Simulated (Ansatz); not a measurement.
WC (CsCl type, Pm-3m) at seven volumes, r²SCAN (plane waves, PAW; program Ansatz), scaled uniformly. One row is withheld.

| V (Å³/atom) | P (GPa) |
|---|---|
| 9.112 | 44.22 |
| 9.413 | ? |
| 9.713 | 12.47 |
| 10.014 | 0.00 |
| 10.314 | -10.64 |
| 10.614 | -19.71 |
| 10.915 | -27.44 |

### Question
Fit the shown pressures and predict the withheld one.

### Answer
Third-order Birch–Murnaghan: P = (3/2)B₀(x^(7/2) − x^(5/2))[1 + (3/4)(B′ − 4)(x − 1)] with x = (V₀/V)^(2/3). Least squares on the six rows gives V₀ = 10.014 Å³/atom, B₀ = 382.9 GPa, B′ = 4.27. At V = 9.413, x = 1.0421 and P = 27.05 GPa. The run itself gave 27.09 GPa.

The cell is a constructed one: a structure type filled with these elements; neither database checked (COD, Materials Project) lists it. It is not the phase usual at ambient conditions (space group No. 187). The cell was relaxed with r²SCAN under the symmetry of its start; whether a distortion lowers the energy is not shown. No spin polarisation was allowed. Spin–orbit coupling is left out wherever it is not named.

Potentials: the later of the program's two PAW sets.
